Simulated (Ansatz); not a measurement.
Data sheet: YAl3 (DFT)

YAl3:
```xyz
4
Lattice="4.1831 0.0000 0.0000 0.0000 4.1831 0.0000 0.0000 0.0000 4.1831" Properties=species:S:1:pos:R:3 pbc="T T T"
Y      0.0000     0.0000     0.0000
Al     0.0000     2.0915     2.0915
Al     2.0915     0.0000     2.0915
Al     2.0915     2.0915     0.0000
```

Space group Pm-3m (No. 221), Cu3Au type; conventional cell a = 4.1831 Å, b = 4.1831 Å, c = 4.1831 Å, α = 90.00°, β = 90.00°, γ = 90.00°.

Method: DFT-LDA in the program Ansatz with PAW potentials. The cell and atoms are relaxed at this level. Other levels are named where they apply.

### Cell and energy

```json
{
  "volume_per_atom": "18.30 Å³",
  "density": "3.85 g/cm³",
  "Formation energy from the elements (no fitted shifts)": "-471 meV/atom"
}
```

### Electronic structure

```json
{
  "electronic_character": "metallic (no gap)",
  "Density of states at the Fermi level": "0.31 states/eV per atom (mean over ±0.08 eV)"
}
```

### Mechanics

```json
{
 "Bulk modulus (Birch–Murnaghan fit)": "85.0 GPa",
 "Pressure derivative B′": "4.4",
 "Elastic constants (relaxed ions, GPa)": "C11 = 178, C12 = 40.0, C44 = 70.8",
 "mechanical_stability": "stable (all eigenvalues of C positive)",
 "hill_bulk_and_shear_moduli": "85.9 and 70.1 GPa",
 "Young's modulus": "165 GPa",
 "Poisson's ratio": "0.18",
 "debye_temperature_from_the_elastic_constants": "531 K"
}
```

### Phonons

```json
{
  "highest_zone_centre_frequency": "302 cm⁻¹",
  "zone_centre_stability": "no imaginary mode at Γ"
}
```

The first step of the workflow began from a Materials Project structure, measured or hypothetical; the Crystallography Open Database copy checked does not list it. Whether it is the stable phase at ambient conditions was not checked. Symmetry was held in the LDA relaxation. The run is not spin-polarised. As this level gives no gap, shear constants depend on the k-mesh and smearing (Fermi–Dirac, 0.1 eV here). As this level gives no gap, phonon frequencies hold no LO–TO term and depend on the k-mesh and smearing (Fermi–Dirac, 0.1 eV here). The references are the lowest solids computed at this level, not always the standard phases. Spin–orbit coupling is left out wherever it is not named.

Potentials: the later of the program's two PAW sets.
